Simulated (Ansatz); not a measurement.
The relaxed structure here is a generated cell of Ca2RuO4: the first start was made by placing the elements on the sites of a structure type, and the end was not matched to a known phase here, so it may be hypothetical.

One starting cell of Ca2RuO4 (a generated cell, Ca2RuO4 placed in the AFLOW prototype AB2C4_tI14_139_a_e_ce (as in La2CuO4)) was relaxed twice with Ansatz (plane waves, PAW, scalar-relativistic): with PBEsol at 420 eV and with PBE at 420 eV. The PBEsol result:…

```cif
data_Ca4O8Ru2
_chemical_formula_sum 'Ru2 Ca4 O8'
_space_group_name_H-M_alt 'I4/mmm'
_space_group_IT_number 139
_space_group_name_Hall '-I 4 2'
_cell_length_a 3.77107
_cell_length_b 3.77107
_cell_length_c 12.06076
_cell_angle_alpha 90.000
_cell_angle_beta 90.000
_cell_angle_gamma 90.000
loop_
_atom_site_label
_atom_site_type_symbol
_atom_site_symmetry_multiplicity
_atom_site_Wyckoff_symbol
_atom_site_fract_x
_atom_site_fract_y
_atom_site_fract_z
_atom_site_occupancy
Ru1 Ru 2 a 0.00000 0.00000 0.00000 1
Ca1 Ca 4 e 0.00000 0.00000 0.35045 1
O1 O 4 c 0.00000 0.50000 0.00000 1
O2 O 4 e 0.00000 0.00000 0.16911 1
```
(The calculation used a cell of 7 atoms; values per cell refer to that cell.)

```csv
quantity,PBEsol,PBE
space group,I4/mmm,I4/mmm
volume (Å³/atom),12.25,…
a (Å),3.771,…
c (Å),12.061,…
"gap (eV, no spin-orbit coupling)",0.00,…
```

**Question.** What does PBE give for the same quantities?

**Answer.** 
- volume (Å³/atom), PBE: 12.72
- a (Å), PBE: 3.816
- c (Å), PBE: 12.235
- gap (eV, no spin-orbit coupling), PBE: 0.00

Both levels end in the same structure; PBE's volume is 3.9 % larger. Neither column is exact.

No spin polarisation in the result. No Hubbard U is applied.

The run could not lose the symmetry of its start: the end is stationary, and may be a saddle point rather than a minimum.

Ansatz is an electronic-structure program.
